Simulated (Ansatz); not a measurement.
Data:

ZnSe (zinc blende)

```
ZnSe
1.0
    0.00000     5.73301     5.73301
    2.86650     0.00000     2.86650
    2.86650     2.86650     0.00000
Se Zn
2 2
Cartesian
  4.29975   4.29975   4.29975
  4.29975   7.16626   7.16626
  0.00000   0.00000   0.00000
  2.86650   5.73301   2.86650
```

A phonon eigenvector at L = (0.5, 0.0, 0.0) is frozen into this cell: atom i moves by Q times the vector below, so Q is the largest atomic displacement, in Å. The cell is held. It is one choice among 2 degenerate patterns. (q is in reciprocal vectors of the primitive cell; the cell shown is doubled to hold the pattern.)

```csv
atom,x,y,z
Se1,-0.247,0.450,-0.697
Se2,0.247,-0.450,0.697
Zn3,0.285,-0.520,0.805
Zn4,-0.285,0.520,-0.805
```

Method: PBE (plane waves to 420 eV, PAW, scalar-relativistic; Ansatz, a quantum-chemistry and plane-wave program). k mesh 5×10×10 (Γ-centred), Fermi-Dirac smearing 0.05 eV. E stands for the smeared free energy. ZnSe was relaxed with its symmetry unable to fall. The zero of ΔE is the undisplaced structure.

The scan covers Q from -0.180 to 0.180 Å in 13 points.

### Question
Which space group does the distorted structure have?

### Answer
P1 (No. 1), lowered from F-43m.

### Question
What is the energy change at Q = 0.180 Å?

### Answer
44.2 meV/cell.

### Question
What harmonic wavenumber does the curvature at Q = 0 give?

### Answer
54 cm⁻¹.

(For displaced atoms, the force is minus the slope of the energy, and its curvature is a force constant, which sets phonon frequencies.)
